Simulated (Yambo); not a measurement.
Material: RbH (rock salt, space group Fm-3m, No. 225); a = b = c = 4.248 Å, α = β = γ = 60.00° (2 atoms in the cell). The geometry is that of Materials Project entry mp-24721, symmetrised and not relaxed again.

With PBEsol (Quantum ESPRESSO, PseudoDojo norm-conserving, 72 Ry, with spin-orbit coupling), the gap between the mesh's edge points (L → L) is 2.722 eV.

**Question.** What does a G0W0 run in Yambo give for it (4×4×4 Γ-centred k mesh, 190 bands and a 8 Ry block in the screening, 190 bands in G with the Bruneval-Gonze terminator, plasmon pole fitted at 27.2 eV)?

**Answer.** The correction is 2.514 eV, giving 5.236 eV, 1.9 times the PBEsol value.  Nearest settings tried, and what they do to the gap: 118 bands in G: -4 meV; 80 bands in W: -62 meV; 7 Ry block (137 vectors against 169): -21 meV. Not varied: mesh. So the settings aren't converged at that level.
